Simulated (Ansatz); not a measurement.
## What a trial cell of ZrSi3 relaxes into

Level of theory: DFT PBE, scalar-relativistic, plane waves, PAW in Ansatz. Cutoff 420 eV, Gaussian smearing, Γ-centred meshes. Cell and atoms relax first on a coarse mesh and then on a finer one. In between, the cell is made exact in the group found at 0.06 Å. In metals the finer mesh still leaves noise of several meV/atom or more. The steps can't lower the symmetry of their start. No spin polarisation in the relaxation; trial moments died out in a coarse test.

A trial structure of ZrSi3 was built thus: random cell by space group and Wyckoff sites (Im-3m, No. 229). Lengths were set from tabulated atomic sizes, so they are only a guess.

```
Zr Si
1.0
    -2.55895    2.55895    2.55895
     2.55895   -2.55895    2.55895
     2.55895    2.55895   -2.55895
Zr Si
1 3
Direct
  0.00000 0.00000 0.00000
  0.00000 0.50000 0.50000
  0.50000 0.00000 0.50000
  0.50000 0.50000 0.00000
```

Energies over the elements count from the elements' standard structures at the same level, with no fitted energy shifts.

Question: Describe the relaxed structure.

Answer: The symmetry stays Im-3m (No. 229). The volume per atom grows by 17.0 %, from 16.8 to 19.6 Å³. The shortest distance goes from 2.56 Å (Zr–Si and Si–Si) to 2.70 Å (Zr–Si and Si–Si). The energy falls by about 0.13 eV/atom (the start's value is from the coarse mesh). Conventional cell: a = 5.392 Å. Zr is surrounded by 6 Si at 2.70 Å; around Si lie 2 Zr at 2.70 Å and 4 Si at 2.70 Å.

```
CELL_PARAMETERS angstrom
-2.69616 2.69616 2.69616
2.69616 -2.69616 2.69616
2.69616 2.69616 -2.69616
ATOMIC_POSITIONS crystal
Zr 0.00000 0.00000 0.00000
Si 0.00000 0.50000 0.50000
Si 0.50000 0.00000 0.50000
Si 0.50000 0.50000 0.00000
```

Question: How does it come out in energy, and is it a metal?

Answer:

- Energy over the elements: +0.34 eV/atom
- Gap on the 12×12×12 mesh of the 4-atom cell: 0 eV (a metal)

The separate elements lie lower, so it is unstable against them.

The last run used Gaussian smearing of 0.10 eV. Symmetry constrained the relaxation, so the result can be a saddle point. Another cell of ZrSi3 relaxed alike, in Fm-3m, lies 68 meV/atom lower, so this cell isn't the stable form at this level.
